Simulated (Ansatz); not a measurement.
# HfC, a database entry at a rescaled volume

```xyz
2
Lattice="0.0000 2.3131 2.3131 2.3131 0.0000 2.3131 2.3131 2.3131 0.0000" Properties=species:S:1:pos:R:3 pbc="T T T"
C     0.0000    0.0000    0.0000
Hf    2.3131    2.3131    2.3131
```

Method: PBEsol, no spin polarisation; PAW, plane waves to 420 eV, 12×12×12 Γ-centred mesh, fermi-dirac occupations (width 0.0185 eV) (Ansatz 0.2.0), atoms fixed.

Task: What does the stress say?

Result: The pressure is -3.0 GPa (compression positive), so with the atoms held at these fractions the cell would first shrink.

Task: Describe some of the short contacts.

Result: C–Hf at 2.31 Å: least valence density 0.49 e/Å³ and ELF 0.29 there. These are pseudo-fields; inside the PAW spheres they differ from the all-electron ones.

Task: What is the formation energy?

Result: -0.99 eV an atom against the elements' usual phases (free molecules for gases, crystals otherwise, with no correction for O₂ or N₂), so it is bound against them; other compounds may still compete. Relaxing would lower it.

Task: How is the charge shared?

Result: Bader charges in e: Hf +1.91, C -1.91. In the mean Hf gives up most and C takes most.

Task: What happens at the Fermi level?

Result: It is a metal, with about 0.23 states/eV a cell as the mean within 0.25 eV of the Fermi level, mostly C p (64 %) and Hf d (32 %).

Origin: a database entry at a rescaled volume.
